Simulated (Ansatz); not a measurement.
**Property card for Li**

Li:
```
CELL_PARAMETERS angstrom
      0.00000     2.16075     2.16075
      2.16075     0.00000     2.16075
      2.16075     2.16075     0.00000
ATOMIC_POSITIONS crystal
  Li 0.00000 0.00000 0.00000
```

Space group Fm-3m (No. 225), fcc (Cu type); conventional cell a = b = c = 4.322 Å, α = β = γ = 90.00°.

Method: PBEsol in the plane-wave PAW code Ansatz. Structure relaxed to zero pressure with the same functional. Other levels are named where they apply.

### Cell and energy

| Quantity | Value |
|---|---|
| Volume per atom | 20.18 Å³ |
| Density | 0.57 g/cm³ |

### Electronic structure

| Property | Value |
|---|---|
| Electronic character | metallic (no gap) |
| Density of states at the Fermi level | 0.52 states/eV per atom (mean over ±0.08 eV) |

### Mechanics

| Quantity | Value |
|---|---|
| Bulk modulus (Birch–Murnaghan fit) | 13.6 GPa |
| Pressure derivative B′ | 3.3 |
| Elastic constants (relaxed ions, GPa) | C11 = 16.2, C12 = 12.4, C44 = 10.6 |
| Mechanical stability | stable (all eigenvalues of C positive) |
| Hill bulk and shear moduli | 13.7 and 5.4 GPa |
| Young's modulus | 14.4 GPa |
| Poisson's ratio | 0.33 |
| Debye temperature from the elastic constants | 377 K |

### Phonons

| Quantity | Value |
|---|---|
| Dynamical stability on the path | stable (no imaginary branch) |
| Zero-point energy | 41.0 meV/atom |
| Vibrational entropy at 300 K | 26.5 J/(K·mol of atoms) |

The first step of the workflow began from a Materials Project structure, measured or hypothetical; the Crystallography Open Database files this formula in space group No. 225, but the cells were not matched. It is not the phase usual at ambient conditions (space group No. 229). The PBEsol relaxation kept the symmetry of its start. As this level gives no gap, shear constants depend on the k-mesh and smearing (Fermi–Dirac, 0.1 eV here). As this level gives no gap, phonon frequencies hold no LO–TO term and depend on the k-mesh and smearing (Fermi–Dirac, 0.1 eV here).

Potentials: the later of the program's two PAW sets.
